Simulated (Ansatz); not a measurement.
PbS (rock salt, space group No. 225), PBE (plane waves, PAW; program Ansatz). The conduction-band minimum lies at L, with 4 equivalent valleys. Second derivatives d²E/dk² of the lowest band at one valley (eV·Å²), along Cartesian directions:

```tsv
direction	d²E/dk²
[100]	48.48
[010]	48.48
[001]	48.48
[110]	49.04
[101]	48.06
[011]	48.06
```

### Question
Find the principal effective masses, the density-of-states mass and the conductivity mass.

### Answer
Off-diagonal terms follow from H_xy = H[110] − (H_xx + H_yy)/2, and m*/mₑ = 7.620 eV·Å² over each eigenvalue: 0.15, 0.16, 0.16. One valley's DOS mass (m₁m₂m₃)^(1/3) = 0.16, conductivity mass 3/(Σ 1/mᵢ) = 0.16 mₑ.

### Question
What effective density of states Nc follows at 300 K for parabolic valleys?

### Answer
Nc = 2.509e19 × 4 × (0.16)^(3/2) ≈ 6.4e18 cm⁻³.

Space group Fm-3m (rock salt). The PBE relaxation kept the symmetry of its start; of distortions, only those at the zone centre were tested. Spin–orbit coupling is left out wherever it is not named.

Potentials: the later of the program's two PAW sets.

Edges and masses are those of Kohn–Sham bands, whose gap is no quasiparticle gap.
